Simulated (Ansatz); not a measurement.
MgZn$_{2}$O$_{3}$:
```cif
data_MgO3Zn2
_chemical_formula_sum 'Mg1 Zn2 O3'
_space_group_name_H-M_alt 'P-3m1'
_space_group_IT_number 164
_space_group_name_Hall '-P 3 2"'
_cell_length_a 3.00609
_cell_length_b 3.00609
_cell_length_c 7.34129
_cell_angle_alpha 90.000
_cell_angle_beta 90.000
_cell_angle_gamma 120.000
loop_
_atom_site_label
_atom_site_type_symbol
_atom_site_symmetry_multiplicity
_atom_site_Wyckoff_symbol
_atom_site_fract_x
_atom_site_fract_y
_atom_site_fract_z
_atom_site_occupancy
Mg1 Mg 1 a 0.00000 0.00000 0.00000 1
Zn1 Zn 2 d 0.66667 0.33333 0.33170 1
O1 O 2 d 0.33333 0.66667 0.16136 1
O2 O 1 b 0.00000 0.00000 0.50000 1
```

Relaxed with r²SCAN.

Task: Tabulate the valence density and the electron localisation function along the shortest Mg–Zn contact (2.99 Å), r²SCAN (plane waves, PAW; program Ansatz).

Result: 

```
distance from Mg (Å)  density (e/Å³)   ELF
--------------------  --------------  ----
0.30                           16.26  0.34
0.45                            6.68  0.42
0.60                            1.74  0.35
0.75                            0.35  0.12
0.90                            0.15  0.03
1.05                            0.11  0.03
1.20                            0.11  0.05
1.35                            0.11  0.06
1.50                            0.12  0.07
1.64                            0.14  0.08
1.79                            0.17  0.09
1.94                            0.24  0.10
2.09                            0.42  0.14
2.24                            0.84  0.12
2.39                            2.02  0.06
2.54                            6.22  0.01
2.69                           17.83  0.00
```

The density is the valence pseudo-density with augmentation charge, so density and ELF within about 1 Å of a nucleus are not all-electron values.

The workflow started from a Materials Project entry (that database holds measured and hypothetical structures alike); the Crystallography Open Database copy checked does not list it. With Mg and Zn taken as one species the cell has the higher symmetry Fm-3m, so it may be an ordered model of a mixed-site phase. Its standing as an ambient phase is unchecked. The r²SCAN relaxation kept the symmetry of its start; of distortions, only those at the zone centre were tested.

Potentials: the later of the program's two PAW sets.
